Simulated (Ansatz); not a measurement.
KSn4Se8:
```
CELL_PARAMETERS angstrom
      7.72537     0.00000     0.00000
     -3.86268     6.69036     0.00000
      0.00000     0.00000     7.99191
ATOMIC_POSITIONS crystal
  Se 0.33601 0.16800 0.79924
  Se 0.33333 0.66667 0.80046
  Se 0.83200 0.16800 0.79924
  Se 0.83200 0.66399 0.79924
  Sn 0.00000 0.00000 0.00000
  Sn 0.00000 0.50000 0.00000
  Sn 0.50000 0.00000 0.00000
  Sn 0.50000 0.50000 0.00000
  Se 0.16800 0.33601 0.20076
  Se 0.16800 0.83200 0.20076
  Se 0.66667 0.33333 0.19954
  Se 0.66399 0.83200 0.20076
  K  0.00000 0.00000 0.50000
```

This is the PBE+D3(BJ)-relaxed structure.

Task: All from PBE+D3(BJ) (plane waves, PAW; program Ansatz), unless another level is named. Give the electronic character.

Result: metallic (no gap).

Task: Next, the formation energy from the elements (no fitted shifts)?

Result: -0.46 eV/atom.

Task: Predict the density of states at the Fermi level.

Result: 0.25 states/eV per atom (mean over ±0.08 eV).

Space group P-3m1. The cell is a constructed one: a structure type filled with these elements; neither database checked (COD, Materials Project) lists it. Its standing as an ambient phase is unchecked. The cell was relaxed with PBE+D3(BJ) under the symmetry of its start; whether a distortion lowers the energy is not shown. With an odd number of electrons in the cell and no spin polarisation, the count alone makes it a metal. The references are the lowest solids computed at this level, not always the standard phases. Spin–orbit coupling is left out wherever it is not named.

Potentials: the later of the program's two PAW sets.
